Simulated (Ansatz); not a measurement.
WC in space group Cmcm (No. 63; C on 4c, W on 4c) under volume change, the program Ansatz at the PBE level (PAW), shape and atoms relaxed at each volume.

```
V (Å³/atom)  E − E(relaxed) (meV/atom)  P (GPa)
-----------  -------------------------  -------
9.532                             99.1    37.12
9.846                              [?]      [?]
10.160                             9.7    10.19
10.475                             0.0     0.01
10.789                             [?]      [?]
11.103                            32.0   -15.30
11.417                            67.9   -21.20
```

What belongs in the gaps?


- 9.846, E − E(relaxed) (meV/atom): 41.2
- 9.846, P (GPa): 22.34
- 10.789, E − E(relaxed) (meV/atom): 8.5
- 10.789, P (GPa): -8.41

What does a third-order Birch–Murnaghan fit give for V₀, B₀ and B′?

V₀ = 10.48 Å³/atom, B₀ = 307 GPa, B′ = 5.2.

A made-up cell: these elements were put on the sites of a structure type; neither database checked (COD, Materials Project) lists it. It is not the phase usual at ambient conditions (space group No. 187). The PBE relaxation kept the symmetry of its start; its stability against distortions is not shown here. The run is not spin-polarised. Spin–orbit coupling is left out wherever it is not named.

Potentials: the later of the program's two PAW sets.
